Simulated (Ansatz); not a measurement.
Consider the following.

Cd (hcp, Mg type), conventional cell a = b = 2.9620 Å, c = 5.7980 Å, α = β = 90.00°, γ = 120.00°. The calculation uses the primitive cell of 2 atoms, to which meshes and values per cell refer.

E(V) scan at fixed shape, V₀ the volume above. Symmetry pins the atoms to their sites.

Level of theory: r2SCAN (plane waves to 500 eV, PAW, scalar-relativistic; Ansatz, a quantum-chemistry and plane-wave program). k mesh 18×18×8 (Γ-centred), Fermi-Dirac smearing 0.05 eV. Energies are smeared free energies. Stress and pressure are positive under compression. With the shape held, the modulus is that of even scaling; a crystal free to change shape is softer. Cd was relaxed with its symmetry unable to fall. The zero of ΔE is the relaxed starting cell.

The scan covers V/V₀ from 0.940 to 1.060 in 13 points.

Q: What is the fitted pressure derivative B₀′?

A: 5.7.

Q: What bulk modulus at fixed cell shape B₀ follows from a third-order Birch-Murnaghan fit?

A: 57.3 GPa.

(A scan under strain: stresses follow from slopes of the energy per volume, elastic moduli from its curvatures.)
